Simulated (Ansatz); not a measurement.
An Ansatz (an electronic-structure program) run. Input:

Ansatz 0.2 input:
```yaml
crystal:
  lattice:
    - [4.0885871055, 0.0, 0.0]
    - [-2.0442935527, 3.5408202989, 0.0]
    - [0.0, 0.0, 5.0020127091]
  atoms:
    - { symbol: Si, position: [0.3333333333, 0.6666666667, 0.5] }
    - { symbol: Si, position: [0.6666666667, 0.3333333333, 0.5] }
    - { symbol: Ba, position: [0.0, 0.0, 0.0] }
kpoints:
  mp_grid: { grid: [12, 12, 8] }
basis: { xc_grid: 2 }
hamiltonian:
  xc: pbesol
  pseudopotentials: { kind: paw }
scf:
  occupations: { method: gaussian, width: 0.05 }
checkpoint: { read: metal.run }
output: { write_density: true, elf: true, volumetric_format: npy }
```

Output (shortened):

```
Pseudopotential: Si, paw, valence charge 4
Pseudopotential: Ba, paw, valence charge 10
Functional definition: PBEsol
Crystal: 3 atoms, lattice volume = 72.414 Å³
Basis set: ecut = 420 eV, 1385 PW (Γ), exchange–correlation on 60×60×72 points (8 copies of the dense FFT grid, shifted against one another)
Bands: 17, of which v1, the nominal top of the filled ones, is band 9 counted from 1 (8 counted from 0)
Symmetry: 24 space group operations
Space group: P6/mmm (ITA 191), of the structure as read, at distance tolerance 4.2e-5 Å
k-points: 95 of 1152
Stability of the state it starts from, as read at its close in the unpolarized treatment …
iter 1 solved again at ethr=2.78e-7 eV; its pass at ethr=3.10e-3 eV (dr2=5.01e-5 eV) is discarded
SCF iter   1: F=—  HF=-7106.838792 eV  |F-HF|=—  |Δ(HF+E_count)|=         —  Δρ=3.73e-7  dr2=5.78e-11  ethr=2.78e-7  ⟨swp⟩=3.0  Hψ=16283  notcnv=0  defer=1
preconditioner: auto → none
SCF iter   2: F=-7106.838792 eV  HF=-7106.838792 eV  |F-HF|=7.28e-12  |Δ(HF+E_count)|=   1.76e-8  Δρ=2.76e-7  dr2=3.60e-11  ethr=1.00e-12  ⟨swp⟩=8.1  Hψ=8456  notcnv=0
SCF 1 converged in 2 iterations: F = -7106.838792 eV  dr2 = 3.60e-11
SCF converged after 2 iterations
Free energy (F): -7106.838792 eV
Harris-Foulkes:  -7106.838792 eV  (|F-HF|=7.28e-12)
Internal energy: -7106.835718 eV  (E = F + TS)
E sigma→0 (E₀):  -7106.837255 eV
Entropy (-TS):   -0.003074 eV (-1.025 meV/atom)
Fermi energy:    9.209494 eV
--- Per-component energies (eV) ---
  E_band       = -12.066141
  E_kinetic    = 251.393376
  E_local      = -271.959147  (includes V_loc(G=0)·N_el)
  E_nonlocal   = 109.919754
  E_hartree    = 85.759212
  E_xc         = -277.606045
  E_vxc        = -231.195092  (∫ρ·V_xc dr)
  E_paw        = -6138.212460  (= ΣΔE_a)
  E_vpaw       = -41.743483  (= ΣTr[D̂ρ^β])
  E_aug_tail   = 0.000010  (compensation charges beyond the density's cutoff)
  E_ewald      = -866.344972
  E_core_change = 0.214554  (= ΣΔE_core)
  E_smearing   = -0.003074  (= −TS)
  E_closure    = 0.000000  (closes the sum)
  Σ components = -7106.838792   (vs F -7106.838792, Δ=0.00e0)
  [band-id]    e_kinetic+e_local+e_nonlocal+2·e_hartree+e_vxc+e_vpaw+e_augmentation_tail = -12.066158   (vs E_band -12.066141, Δ=-1.69e-5)
--- Band table (eV; the first three rows and the last of 95) ---
  k-point 0: bands = ["-18.2934", "-3.7965", "-3.1720", "-3.1720", "-2.0635", "6.7596", "6.7596", "6.9357", "8.5889", "8.6155", "10.8462", "10.8462", "12.9885", "12.9885", "13.4552", "13.4552", "13.8107"]
  k-point 1: bands = ["-18.2923", "-3.9599", "-3.1696", "-3.1696", "-1.8195", "6.5038", "6.7862", "6.7862", "8.6291", "9.0280", "10.6058", "10.6058", "12.6213", "12.6213", "13.4792", "13.8903", "13.8903"]
  k-point 2: bands = ["-18.2895", "-4.2547", "-3.1637", "-3.1637", "-1.3132", "5.7546", "6.8536", "6.8536", "8.7339", "9.7957", "10.1820", "10.1820", "12.0250", "12.0250", "12.8902", "14.8766", "14.8766"]
  k-point 94: bands = ["-18.1834", "-3.8099", "-3.8099", "-3.7374", "0.6767", "0.6767", "4.9141", "8.0284", "8.0284", "11.7982", "12.8483", "12.8483", "13.6830", "13.6830", "13.7013", "13.9755", "13.9755"]
```

Cost: about 6 core-seconds (a rough figure) on shared cores.

The workflow started from an entry of the Crystallography Open Database (COD), which files this formula under 2 space groups. Whether it is the stable phase at ambient conditions was not checked. The PBEsol relaxation kept the symmetry of its start; whether a distortion lowers the energy is not shown. Spin–orbit coupling is left out wherever it is not named.

Potentials: the later of the program's two PAW sets.

Ansatz is a plane-wave DFT program.
